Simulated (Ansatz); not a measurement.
**Ti3O: pressure against volume**

Ti3O, P-31c, a = 5.100 Å, c = 9.373 Å. The structure is a COD entry; whether it is the stable form wasn't checked. Ansatz: PBEsol, PAW, 420 eV, Γ-centred 12×12×4 mesh on 16 atoms, Gaussian smearing 0.10 eV; no spin polarisation. Shape and atoms are relaxed at each volume; pressure is positive in compression.

| V (Å³/atom) | P (GPa) |
| --- | --- |
| 11.610 | 27.44 |
| 12.006 | 18.95 |
| 12.402 | ? |
| 12.797 | 5.38 |
| 13.193 | 0.00 |
| 13.589 | -4.62 |
| 13.985 | -8.57 |
| 14.512 | -12.95 |

Take V0 = 13.193 Å³/atom, fit the third-order Birch–Murnaghan form to the other rows, and predict the missing pressure.

With the Eulerian strain f = ½[(V0/V)^(2/3) − 1] and y = P/[3f(1 + 2f)^(5/2)], the form is the line y = B0 + 1.5 B0 (B0′ − 4) f. Rows (f, y): 0.04447, 166.2; 0.03244, 166.4; 0.01026, 166.1; -0.00976, 165.8; -0.01906, 165.2; -0.03078, 164.4. Means f = 0.004595, y = 165.68; Σ(Δf)² = 0.004414, ΣΔfΔy = 0.09807; the slope is their ratio. y = 165.6 + 22.22 f GPa, so B0 = 165.6 GPa and B0′ = 4 + 2 × (22.22)/(3 × 165.6) = 4.09. At V = 12.402, f = 0.02104, y = 166.07 and P = 11.62 GPa. The run gave 11.65 GPa, so the fit is 0.03 GPa too low, within the rms miss on the fitted rows (0.03 GPa).

Spin polarisation was left out, and a magnetic state may lie lower.

Cost: 8 runs of about 62 core-minutes in all, on Oxide Virtual Turin-like Processor (Zen 5) (shared hosts).